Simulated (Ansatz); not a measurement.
Level of theory: Ansatz, DFT PBE, scalar-relativistic, plane waves, PAW. Cutoff 420 eV, Γ-centred meshes of about 0.25 Å⁻¹ or finer for metals and 0.3 Å⁻¹ for insulators (2π included), Gaussian smearing. No spin polarisation.

Temperature and zero-point effects are left out.

Two relaxed structures of La2SnO4:

A.

```xyz
7
Lattice="-2.0461 2.0461 7.2891 2.0461 -2.0461 7.2891 2.0461 2.0461 -7.2891" Properties=species:S:1:pos:R:3 pbc="T T T"
La    0.0000    0.0000    5.3199
La    0.0000    0.0000   10.0855
Sn    0.0000    0.0000    0.4373
O     0.0000    2.0461    6.8680
O     2.0461    0.0000    6.8680
O     2.0461    0.0000    3.8707
O     0.0000    2.0461    3.8707
```

B.

```xyz
7
Lattice="-2.1442 2.1442 6.3507 2.1442 -2.1442 6.3507 2.1442 2.1442 -6.3507" Properties=species:S:1:pos:R:3 pbc="T T T"
La    0.0000    0.0000    4.3326
La    0.0000    0.0000    8.3688
Sn    0.0000    0.0000    0.0000
O     0.0000    2.1442    0.0000
O     2.1442    0.0000    0.0000
O     0.0000    2.1442    3.1754
O     2.1442    0.0000    3.1754
```

Question: Which is lower in energy, and by how much?

Answer: A is lower, by 154 meV/atom. A has space group I4mm (No. 107), 17.4 Å³/atom and a gap of 1.78 eV on its mesh; B has space group I4/mmm (No. 139), 16.7 Å³/atom and no gap. Counting O atoms around La and Sn (those within 1.25 times the shortest such distance or 1.15 times the sum of covalent radii, 1.27 where that leaves under three; a plus sign parts nearer from farther groups; a slash parts the counts of unlike sites), A has La 4/8, Sn 4 and B has La 4+4, Sn 4. The lower one is the more open, so pressure narrows the difference. Both come from trial cells of a structure search.

Kohn–Sham gaps at this level usually fall short of measured ones. With atoms moved at random, A came back. B had no clear such test and can be a saddle point.
